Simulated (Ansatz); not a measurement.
Clean, relaxed (100) surface of Rh, space group Fm-3m (No. 225) (top face towards +c; atoms held fixed, by place in the list: 1, 2):

```xyz
4
Lattice="2.6729 0.0000 0.0000 0.0000 2.6729 0.0000 0.0000 0.0000 22.6700" Properties=species:S:1:pos:R:3 pbc="T T T"
Rh    1.3364    1.3364    8.5000
Rh    0.0000    0.0000   10.3900
Rh    1.3364    1.3364   12.2850
Rh    0.0000    0.0000   14.1013
```

The calculation used Ansatz 0.2.0, DFT PBEsol, scalar-relativistic, plane waves, PAW. Settings: cutoff 420 eV, Γ-centred mesh 11×11×1 on the computed 4-atom cell, Gaussian smearing of 0.10 eV; no spin polarisation. A dipole correction removes the field between periodic images along c.

CO is put at the bridge (Rh-Rh) at (0.00, 0.50) site, one adsorbate per 7.1 Å², and relaxed. E_ads counts from the clean slab and the free adsorbate (spin-polarised where it has unpaired electrons); negative means bound. Heights count from the highest slab atom after relaxation. Bonded neighbours lie within 1.25 times the sum of covalent radii (1.35 for H) and, on that scale, within 12 % of the closest. With the adsorbate the cell is lengthened along c to keep the vacuum.

Task: How strongly does it bind, and where does its anchoring atom end?

Result: -2.09 eV; at (0.00, 0.50), 2 bonded neighbours (Rh).

Task: How high does its anchoring atom sit over the highest slab atom, and what is the shortest contact with the surface?

Result: 1.50 Å; C–Rh 2.01 Å.

Task: The clean face has a work function of 5.23 eV. How does the adsorbate change it?

Result: By +1.98 eV.

Task: Does the adsorbate stay in one piece?

Result: Yes.

Each end is the local minimum or symmetric point that its start leads to. The slab is only 5.7 Å thick, so the energies aren't converged with thickness.

For at least one of the starts the bottom face's work function also shifts by over 0.1 eV: the slab is too thin to screen the adsorbate, so the work functions aren't converged with thickness.